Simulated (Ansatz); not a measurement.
**Profile along the Al–Al line in ScAl3 (Cu3Au type)**

ScAl3 (Cu3Au type)

```
ScAl3
1.0
    4.10550     0.00000     0.00000
    0.00000     4.10550     0.00000
    0.00000     0.00000     4.10550
Al Sc
3 1
Cartesian
  0.00000   2.05275   2.05275
  2.05275   2.05275   0.00000
  2.05275   0.00000   2.05275
  0.00000   0.00000   0.00000
```

Fields along a shortest Al–Al line of a {100} plane (2.90 Å), from Al to Al, interpolated on the slice's grid (step about 0.1 Å). These are PBE (plane waves to 420 eV, PAW, scalar-relativistic; Ansatz, a program for electronic structure) values and carry that method's errors. k mesh 11×11×11. Near the nuclei the fields are pseudised (PAW); where an atom keeps semicore shells as valence, they peak there. ScAl3 is run without spin polarisation. ScAl3 was relaxed with its symmetry unable to fall.

```tsv
distance from Al (Å)	valence electron density (e/Å³)	electron localisation function
0.00	0.06	x
0.29	0.07	x
0.58	0.13	0.10
0.87	0.21	0.58
1.16	0.22	0.70
1.45	0.20	0.69
1.74	0.22	0.70
2.03	0.21	0.58
2.32	0.13	0.10
2.61	0.07	x
2.90	0.06	x
```

x: too close to a nucleus for the ELF to mean much.

Density on the Al–Al line (2.90 Å) at its midpoint: 0.20 e/Å³. ELF at that point: 0.69. ELF maximum in the middle third of the Al–Al line: 0.70, 1.2 Å from Al.
